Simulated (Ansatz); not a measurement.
## Li: clamped-ion strain scan

Level of theory: DFT PBEsol, scalar-relativistic, plane waves, PAW in Ansatz. Settings: plane waves to 420 eV, k-mesh 18×18×10 (Γ-centred), Gaussian smearing 0.15 eV. No spin polarisation. Energies are free energies at this smearing, counted from the undisturbed cell; pressure is positive in compression.

The starting cell (as given, not relaxed at this level; it stands at -0.7 GPa; this form isn't the usual structure):

```xyz
2
Lattice="3.1110 0.0000 0.0000 -1.5555 2.6942 0.0000 0.0000 0.0000 5.0930" Properties=species:S:1:pos:R:3 pbc="T T T"
Li    0.0000    1.7961    1.2732
Li    1.5555    0.8981    3.8197
```

The cell is strained by ε times the Voigt pattern (1, 1, 0, 0, 0, 0) (xx, yy, zz, yz, xz, xy; engineering shear) with fractional coordinates fixed. The cell is metallic on the mesh throughout.

```csv
ε,ΔE (meV/atom)
-0.0600,5.8
-0.0450,0.8
-0.0300,-1.6
-0.0150,-1.8
0.0000,0.0
0.0150,3.7
0.0300,9.0
0.0450,15.7
0.0525,19.6
0.0600,23.8
```

**Question.** Predict the pressure (GPa) at each point.

**Answer.**
| ε | pressure (GPa) |
| --- | --- |
| -0.0600 | 1.1 |
| -0.0450 | 0.5 |
| -0.0300 | 0.1 |
| -0.0150 | -0.3 |
| 0.0000 | -0.7 |
| 0.0150 | -1.0 |
| 0.0300 | -1.3 |
| 0.0450 | -1.5 |
| 0.0525 | -1.6 |
| 0.0600 | -1.7 |